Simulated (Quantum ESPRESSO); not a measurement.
```xyz
4
Lattice="1.6398 0.9468 5.4502 -1.6398 0.9468 5.4502 0.0000 -1.8935 5.4502" Properties=species:S:1:pos:R:3 pbc="T T T"
O      0.0000     0.0000     3.8813
O      0.0000     0.0000    12.4693
Na     0.0000     0.0000     0.0000
Lu     0.0000     0.0000     8.1753
```

The PBEsol cell relaxed from Materials Project entry mp-755311 was given an isotropic strain of -0.7 % on all lattice vectors, and the atoms were relaxed again.

**Question.** What does PBEsol (Quantum ESPRESSO, PseudoDojo norm-conserving, 100 Ry, without SOC) give for the electronic structure near the Fermi level?

**Answer.** The PBEsol gap is direct, 3.77 eV at Γ. The 4f states are in the valence at their DFT position.

The structure is a Materials Project entry; no match was found in the copy of COD used, and its stability was not checked.
